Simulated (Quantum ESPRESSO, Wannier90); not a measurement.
**Wannierisation of Au (bcc (W type), model phase)**

```yaml
crystal:
  lattice:
    - [-1.65727, 1.65727, 1.65727]
    - [1.65727, -1.65727, 1.65727]
    - [1.65727, 1.65727, -1.65727]
  atoms:
    - { symbol: Au, position: [0.00000, 0.00000, 0.00000] }
```

Structure: Materials Project mp-2647062, symmetrised, not relaxed again. This isn't the element's usual structure (fcc); take it as a model of another phase. Computed values, not measurements, from PBEsol: Quantum ESPRESSO (norm-conserving PseudoDojo potentials, cutoff 61 Ry, spinors with spin-orbit coupling) on a Γ-centred 10×10×10 mesh, then Wannier90. Density: 18×18×18 mesh, cold smearing 0.01 Ry.

Base run: 18 functions from bands 9-42 of the 42 computed, start hydrogen-like Au: s;p;d, centres 0.05 Å off the atoms, frozen window up to 1.50 eV relative to the Fermi level, outer window open. One setting was then changed (edges relative to the Fermi level; misfit to pw.x on a path, for states up to 1.0 eV relative to the Fermi level).

```csv
run,Ω_I (Å²),rms misfit (meV),worst (meV)
base,14.58,1.8,26
changed,14.08,310,889
```

Which change was made?
A. outer window to 22.88 eV
B. frozen window to 0.50 eV
C. frozen window to -1.50 eV
D. no frozen window
E. frozen window to 1.00 eV

D, no frozen window. The others give:

```tsv
run	Ω_I (Å²)	rms misfit (meV)	worst (meV)
frozen window to 0.50 eV	14.55	3.1	48
frozen window to -1.50 eV	14.52	8.0	120
frozen window to 1.00 eV	14.57	1.9	27
outer window to 22.88 eV	20.71	12	81
```
